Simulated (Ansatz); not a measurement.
# Mg₂VCr₃S₈: field gradients at two levels of theory

Cell: a Materials Project structure (computed, not necessarily an observed phase), its atoms then relaxed with PBE in this cell.

```cif
data_Mg2VCr3S8
_symmetry_space_group_name_H-M 'R-3m:H'
_symmetry_Int_Tables_number 166
_cell_length_a 7.2389
_cell_length_b 7.2389
_cell_length_c 17.7020
_cell_angle_alpha 90.000
_cell_angle_beta 90.000
_cell_angle_gamma 120.000
loop_
_atom_site_label
_atom_site_type_symbol
_atom_site_symmetry_multiplicity
_atom_site_Wyckoff_symbol
_atom_site_fract_x
_atom_site_fract_y
_atom_site_fract_z
Mg Mg 6 c 0.0000 0.0000 0.8754
V V 3 b 0.0000 0.0000 0.5000
Cr Cr 9 e 0.1667 0.3333 0.3333
S7 S 6 c 0.0000 0.0000 0.7368
S8 S 18 h 0.8503 0.7006 0.4118
```

One atom of each set is listed; the run and its k-mesh use a cell of 14 atoms with edges of 7.23, 7.23, 7.23 Å.

First run. Method: Kohn–Sham DFT in Ansatz, PBE, plane waves and PAW, scalar-relativistic, collinear spin, 420 eV cutoff, Γ-centred 6×6×6 k-points, Fermi–Dirac smearing 0.05 eV. Start moments as typed (μB): 2 on each V, 3 on each Cr, none on the rest.

```
site  V_zz (10²¹ V/m²)     η  m (μB)
  Mg            <0.005     –    0.02
   V             -3.26  0.00    1.72
  Cr             -1.00  0.13    2.74
  S7             -0.42  0.00   -0.06
  S8             -2.20  0.50   -0.05
```

Second run. The same atoms and settings, except that the functional is r2SCAN and the cutoff is 500 eV.

(1) What does the second run give?

Results:

(1) 

```json
{"site": "Mg", "V_zz": "0.022", "η": "0.00", "change of V_zz": "+0.02", "m (μB)": "0.01"}
{"site": "V", "V_zz": "-4.34", "η": "0.00", "change of V_zz": "-1.08", "m (μB)": "1.79"}
{"site": "Cr", "V_zz": "-0.87", "η": "0.05", "change of V_zz": "+0.13", "m (μB)": "2.82"}
{"site": "S7", "V_zz": "-0.68", "η": "0.00", "change of V_zz": "-0.26", "m (μB)": "-0.07"}
{"site": "S8", "V_zz": "-2.25", "η": "0.70", "change of V_zz": "-0.05", "m (μB)": "-0.07"}
```

The largest change of V_zz is on V, from -3.26 to -4.34. In per cent, |V_zz| changes by +33 on V, +2 on S (all sites that start above 2). Where |V_zz| stays above 0.1, η moves most on S8, from 0.50 to 0.70. The absolute magnetisation of the cell goes from 12.3 to 12.7 μB.

The run finds no gap above 0.1 eV (a metal, or nearly one), so the gradients can move by 10 % or more with the k-mesh. Semilocal functionals can leave a metal where correlation in the d or f shell opens a gap in the real compound, and that would change the values at and beside Cr and V. All moments are parallel here, as the start or the cell imposes; many such compounds order antiparallel, where fields and spin densities carried over to other atoms largely cancel. The magnetic order is the one that the run reached from its start moments, not necessarily the measured one.
For the second run: The program didn't check the stability of this electronic state in full, so a lower one may lie near.
